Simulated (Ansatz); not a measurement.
Molecular dynamics on a 2×2×1 supercell (16 atoms) of LuScAs2 (ordering on rocksalt), relaxed with r2SCAN. Forces come from PBE in Ansatz 0.2.0: a Langevin thermostat at fixed volume, 800 K, steps of 1 fs. Classical nuclei, no spin polarisation; a few dozen steps show the first response, not equilibrium. The structure comes from a prototype and may be hypothetical.

```yaml
crystal:
  lattice:
    - [7.8937986761, 0.0, 0.0]
    - [0.0, 7.8937986761, 0.0]
    - [0.0, 0.0, 5.5797534964]
  atoms:
    - { symbol: Sc, position: [0.0, 0.0, 0.0] }
    - { symbol: As, position: [0.0, 0.0, 0.5] }
    - { symbol: Lu, position: [0.25, 0.25, 0.5] }
    - { symbol: As, position: [0.25, 0.25, 0.0] }
    - { symbol: Sc, position: [0.0, 0.5, 0.0] }
    - { symbol: As, position: [0.0, 0.5, 0.5] }
    - { symbol: Lu, position: [0.25, 0.75, 0.5] }
    - { symbol: As, position: [0.25, 0.75, 0.0] }
    - { symbol: Sc, position: [0.5, 0.0, 0.0] }
    - { symbol: As, position: [0.5, 0.0, 0.5] }
    - { symbol: Lu, position: [0.75, 0.25, 0.5] }
    - { symbol: As, position: [0.75, 0.25, 0.0] }
    - { symbol: Sc, position: [0.5, 0.5, 0.0] }
    - { symbol: As, position: [0.5, 0.5, 0.5] }
    - { symbol: Lu, position: [0.75, 0.75, 0.5] }
    - { symbol: As, position: [0.75, 0.75, 0.0] }
kpoints:
  mp_grid: { grid: [2, 2, 2] }
hamiltonian:
  xc: pbe
scf:
  occupations: { method: fermi_dirac, width: 0.069 }
md:
  ensemble: nvt_langevin
  temperature: 800
  timestep: 1.0
  n_steps: 20
  initial_velocities: maxwell_boltzmann
  seed: 6624
```

Run as `ansatz run input.yaml --threads 4 --pin off --max-ram 3686MiB --backend cpu --events-out ev --progress --plain --runs-dir out`. Wall time 3.4 min on 4 threads of Arm Neoverse V1, on a shared host; peak host memory 1.7 GiB.

```
step  t (fs)  T (K)  free energy F from step 0 (meV/atom)  kinetic energy (meV/atom)  largest force (eV/Å)
   0       0    750                                   0.0                       96.9                  0.00
   1       1    715                                   0.1                       92.5                  0.06
   2       2    641                                   0.3                       82.8                  0.12
   3       3    689                                   0.7                       89.0                  0.17
   4       4    710                                   1.3                       91.8                  0.23
   5       5    708                                   2.0                       91.5                  0.28
   6       6    687                                   2.8                       88.8                  0.33
   7       7    694                                   3.9                       89.7                  0.39
   8       8    704                                   5.0                       91.0                  0.44
   9       9    652                                   6.3                       84.2                  0.50
  10      10    627                                   7.7                       81.0                  0.56
  11      11    633                                   9.1                       81.8                  0.62
  12      12    605                                  10.7                       78.2                  0.67
  13      13    600                                  12.3                       77.6                  0.73
  14      14    593                                  14.0                       76.7                  0.79
  15      15    617                                  15.8                       79.7                  0.84
  16      16    639                                  17.6                       82.5                  0.90
  17      17    614                                  19.6                       79.3                  0.96
  18      18    586                                  21.5                       75.8                  1.01
  19      19    572                                  23.5                       74.0                  1.07
  20      20    575                                  25.5                       74.3                  1.12
```

The temperature starts at 750 K, is lowest at step 19 (572 K, 19 fs) and ends at 575 K. The thermostat hasn't had time to restore it. By the last step the atoms have moved 0.09 Å in the root mean square, the drift of the whole cell taken out, 0.13 Å at most.

Positions (Å) and forces (eV/Å) at step 20:
```
Sc   0.003   0.078   0.055     0.261  -0.459  -0.393
As  -0.080  -0.032   2.753     0.767   0.429   0.371
Lu   2.068   1.981   2.786    -1.066   0.344  -0.043
As   1.973   1.977  -0.007     0.027   0.195   0.034
Sc  -0.064   3.973  -0.108     0.475  -0.059   0.391
As  -0.091   3.989   2.759     0.573  -0.536  -0.153
Lu   1.955   5.936   2.818    -0.247  -0.287  -0.045
As   2.010   5.934   0.023    -0.001  -0.034  -0.059
Sc   3.982   0.092  -0.077    -0.252  -0.614   0.437
As   3.864  -0.006   2.805     0.630  -0.088  -0.326
Lu   5.905   1.904   2.782     0.009   0.531  -0.272
As   5.950   1.925  -0.050    -0.127   0.467   0.399
Sc   3.967   3.906  -0.001    -0.067   0.383   0.394
As   3.960   3.986   2.889    -0.109  -0.256  -0.664
Lu   5.888   5.938   2.802    -0.109  -0.038  -0.078
As   6.045   5.947   0.007    -0.764   0.022   0.007
```
